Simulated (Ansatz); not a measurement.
Trial structure of NbVS3, not yet relaxed:

```cif
data_structure
_symmetry_space_group_name_H-M 'Pm-3m'
_symmetry_Int_Tables_number 221
_cell_length_a 4.1515
_cell_length_b 4.1515
_cell_length_c 4.1515
_cell_angle_alpha 90.000
_cell_angle_beta 90.000
_cell_angle_gamma 90.000
_cell_volume 71.55
loop_
_atom_site_label
_atom_site_type_symbol
_atom_site_symmetry_multiplicity
_atom_site_Wyckoff_symbol
_atom_site_fract_x
_atom_site_fract_y
_atom_site_fract_z
_atom_site_occupancy
Nb1 Nb 1 a 0.00000 0.00000 0.00000 1
V1 V 1 b 0.50000 0.50000 0.50000 1
S1 S 3 c 0.00000 0.50000 0.50000 1
```

Method: Ansatz, DFT PBE, scalar-relativistic, plane waves, PAW. Plane waves to 420 eV, a k mesh through Γ of 4×4×4 on the computed 5-atom cell and Gaussian smearing (0.10 eV); collinear spin from starting moments 0.0 2.0 0.0 0.0 0.0 μB.

Formation energies are uncorrected and refer to the elements' standard structures at the same level.

Question: Estimate its pressure, forces and energy as it stands.

Answer: The pressure is 39.7 GPa (it wants to expand), the largest force is 0.00 eV/Å (symmetry fixes the atoms), and the energy is +0.52 eV/atom against the elements. The shortest distance is 2.08 Å.

Question: How much does it gain on relaxing, and where does it end?

Answer: Relaxing gains about 0.44 eV/atom (the start's value is from the coarse mesh, so the gain is rough) in 11 ionic steps and ends at +0.08 eV/atom on the finer mesh. The symmetry stays Pm-3m (No. 221). The end has the cubic perovskite type. The volume per atom grows by 31.1 %, from 14.3 to 18.8 Å³. The shortest distance goes from 2.08 Å (V–S) to 2.27 Å (V–S). Conventional cell: a = 4.544 Å. Around Nb lie 12 S at 3.21 Å; V has 6 S at 2.27 Å; S has 2 V at 2.27 Å, 4 Nb at 3.21 Å and 8 S at 3.21 Å.

The last run used collinear spin, an 8×8×8 mesh for its 5-atom cell and Gaussian smearing of 0.10 eV. No Hubbard U is applied to the 3d shell of V. The reference form of S is held partly by dispersion forces, which this level lacks. Another magnetic order may lie lower. The relaxation can't lower the symmetry of the start. A structure relaxed within its symmetry needn't be a true minimum. Another cell of NbVS3 relaxed alike, in P4mm, lies 0.61 eV/atom lower, so this cell isn't the stable form at this level.
